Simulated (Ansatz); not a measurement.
**Notes on Y$_{2}$Si$_{3}$Pd**

```yaml
crystal:
  lattice:
    - [4.03241, 6.98434, 0.00000]
    - [-4.03241, 6.98434, 0.00000]
    - [0.00000, 0.00000, 4.22572]
  atoms:
    - { symbol: Y, position: [0.50000, 0.50000, 0.00000] }
    - { symbol: Y, position: [0.50000, 0.00000, 0.00000] }
    - { symbol: Y, position: [0.00000, 0.50000, 0.00000] }
    - { symbol: Pd, position: [0.33330, 0.33340, 0.50000] }
    - { symbol: Pd, position: [0.66660, 0.66670, 0.50000] }
    - { symbol: Si, position: [0.16376, 0.16376, 0.50000] }
    - { symbol: Si, position: [0.83624, 0.32752, 0.50000] }
    - { symbol: Si, position: [0.67248, 0.16376, 0.50000] }
    - { symbol: Si, position: [0.83624, 0.83624, 0.50000] }
    - { symbol: Si, position: [0.16376, 0.67248, 0.50000] }
    - { symbol: Si, position: [0.32752, 0.83624, 0.50000] }
    - { symbol: Y, position: [0.00000, 0.00000, 0.00000] }
```

Level: r2SCAN, no spin polarisation; 500 eV; 5×5×8 Γ-centred mesh; fermi-dirac occupations (width 0.1 eV); Ansatz 0.2.0, fixed geometry.

Electronic structure: It is a metal, with about 4.3 states/eV a cell as the mean within 0.25 eV of the Fermi level, mostly Y d (59 %) and Si p (21 %).
Charges: Bader charges in e: Y +1.65 to +1.76, Si -0.66, Pd -1.48. In the mean Y gives up most and Pd takes most.
Forces: The largest is on Si6 (and as large on other atoms): 0.68 eV/Å, components (0.00, 0.68, 0.00). It makes 120° with the line to a nearest neighbour, Si7 at 2.29 Å.
Stress: The pressure is -0.9 GPa (compression positive), so with the atoms held at these fractions the cell would first shrink. The principal stresses -4.6, 1.0, 1.0 GPa differ, so its shape would change too.

Origin: a known structure type with other elements, at an estimated volume, so it need not be a known compound.
